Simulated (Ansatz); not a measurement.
A scan (energy over volume and axial ratio; atoms clamped) gave these values. Level of theory: PBE (plane waves to 420 eV, PAW, scalar-relativistic; Ansatz, a program for electronic structure).

The shear modulus C′ = (C11 − C12)/2 (fit, atoms clamped) comes out as 6.2 GPa.

Problem. Of these crystals, all scanned alike, which one is it?
(A) Sn (diamond)
(B) GaAs (zinc blende)
(C) CuCl (zinc blende)
(D) FeNi₃ (Cu3Au type)

Solution. C, CuCl (zinc blende). The others have, for the shear modulus C′ = (C11 − C12)/2: GaAs 29 GPa, FeNi3 62 GPa, Sn 14 GPa

All were relaxed with their symmetry unable to fall. CuCl is run without spin polarisation. Relaxed FeNi3 ends ferromagnetic. The relaxed volume of Sn is well above the measured one; the method has no dispersion term. The magnetic order is the one the run started from; other orders were not tried. (This holds for the magnetic or f-shell members.)

(A scan under strain: stresses follow from slopes of the energy per volume, elastic moduli from its curvatures.)
